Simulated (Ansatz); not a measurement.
**AuCu3-type EuFe₃**

The computed numbers are results of PBE, scalar-relativistic (collinear spin) in the plane-wave PAW code Ansatz at 420 eV, Γ-centred 8×8×8 mesh, 0.05 eV Gaussian smearing; PAW files: Ansatz's generated set soft_2.

```yaml
crystal:
  lattice:
    - [3.96284, 0.00000, 0.00000]
    - [0.00000, 3.96284, 0.00000]
    - [0.00000, 0.00000, 3.96284]
  atoms:
    - { symbol: Eu, position: [0.00000, 0.00000, 0.00000] }
    - { symbol: Fe, position: [0.00000, 0.50000, 0.50000] }
    - { symbol: Fe, position: [0.50000, 0.50000, 0.00000] }
    - { symbol: Fe, position: [0.50000, 0.00000, 0.50000] }
```

The cell came from substitution into a structure type; whether the compound takes it is for experiment to say.

Magnetic state: ferrimagnetic, site spin moments Eu 6.50; Fe -2.46 μB.

The run above is the reference. The same cell was run again with other input settings; several of them aren't fit for production, so the rows show the settings' effect and aren't properties of the material.

```tsv
keys changed	outcome	ΔE (meV/atom)	P (GPa)	gap on the mesh (eV)	cell moment (μB)	largest force component (eV/Å)	SCF iterations	rough core-seconds	new warnings
none (reference)	converged	0.0	0.0	metal	-0.38	0.000	–	–	–
scf.convergence.dr2_threshold: 1e-11; basis.ecutwfc: 420 → "700 eV"	converged	-3.2	0.0	metal	-0.38	0.000	19	50	–
kpoints.mp_grid.grid: [8, 8, 8] → [6, 6, 6]	converged	-8.6	0.3	metal	-0.50	0.000	14	15	–
accuracy: "low"; hamiltonian.hubbard: {"sites": [{"species": "Eu", "l": "f", "u_eff": 1.0}], "double_counting": "amf"}	converged	–	0.0	metal	-0.37	0.000	20	40	filled band counts differ across k points
kpoints.mp_grid.shift: [0.5, 0.5, 0.5]; basis.ecutwfc: 420 → "58.8 Ry"	converged	-10.6	0.2	metal	-0.50	0.000	14	27	–
basis.ecutrho_ratio: 4 → 12; scf.eigensolver.kind: "davidson"	converged	0.0	0.0	metal	-0.38	0.000	13	30	–
scf.algorithm: "direct_min"	converged	0.0	0.0	metal	-0.38	0.000	12	110	–
```

These changes also left energy (to 0.1 meV/atom), pressure, gap, moment and forces as in the reference: scf.algorithm: "density_mixing"; scf.eigensolver.kind: "davidson"; basis.precision: "f64".

ΔE is the energy with the smearing extrapolated to zero. It is left out where the change alters the Hamiltonian or the spin treatment. The varied runs start from atomic densities (corrected by the program's trained start where that serves), with the default search for lower states unless a row changes it, while the reference went on from a saved state, so a magnet may end in another state whatever the setting.

(1) What happens with these changes: basis.ecutrho_ratio: 4 → 12; kpoints.mp_grid.grid: [8, 8, 8] → [3, 3, 3]?

Answer:

(1) outcome converged, ΔE (meV/atom) 16.8, P (GPa) 0.1, gap on the mesh (eV) metal, cell moment (μB) -0.33, largest force component (eV/Å) 0.000, SCF iterations 15, rough core-seconds 7.

Around-mean-field double counting counts from each spin's mean occupation, so it hardly shifts a half-filled, fully polarised shell: those rows don't show that a U is idle.

1 further run (cut off, refused for memory, with changed atoms or starts, or in doubt) is left out.

Of the reference: Without a U the 4f levels of Eu lie too near the Fermi level, so their share of the states there, and what hangs on it, is overstated. These numbers lack spin–orbit coupling. Site moments are of spin, integrated over atomic spheres.
